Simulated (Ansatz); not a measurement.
Space group P6_3/mmc (No. 194). a = 3.299 Å, b = 3.299 Å, c = 22.375 Å, α = 90.00°, β = 90.00°, γ = 120.00°
```tsv
atom	site	symmetry	x	y	z
Zn	4f	3m.	0.3333	0.6667	0.6357
In	2a	-3m.	0.0000	0.0000	0.5000
Ga	2b	-6m2	0.0000	0.0000	0.7500
O	4f	3m.	0.3333	0.6667	0.5482
O	4e	3m.	0.0000	0.0000	0.6623
O	2d	-6m2	0.3333	0.6667	0.7500
```

Equation of state of this Zn$_{2}$InGaO$_{5}$ structure (not necessarily the ground state), with shape and atoms relaxed at each volume where symmetry leaves them free. Method: Ansatz 0.2.0, DFT r2SCAN, scalar-relativistic, plane waves, PAW.

Settings: cutoff 500 eV, Γ-centred mesh 12×12×2 on the computed 18-atom cell, Gaussian smearing of 0.02 eV; no spin polarisation.

| V (Å³/atom) | E − E(largest V) (meV/atom) | P (GPa) | gap on mesh (eV) |
| --- | --- | --- | --- |
| 10.313 | 61.67 | 29.31 | 2.27 |
| 10.665 | 7.76 | 20.08 | 2.15 |
| 11.017 | -27.50 | 12.26 | 2.04 |
| 11.368 | -46.93 | 5.63 | 1.93 |
| 11.720 | -52.95 | 0.01 | 1.82 |
| 12.071 | -47.58 | -4.77 | 1.72 |
| 12.423 | -32.55 | -8.82 | 1.62 |
| 12.892 | 0.00 | -13.27 | 1.50 |

Q: Fit a third-order Birch–Murnaghan equation to E(V).

A: V0 = 11.72 Å³/atom, B0 = 172 GPa, B0' = 4.5.

The gaps are read on the mesh, which can miss the band edges, so they can be too wide.

Cost: 8 runs of about 65 core-minutes in all, on Intel Xeon Platinum 8259CL (Skylake/Cascade Lake) (shared hosts).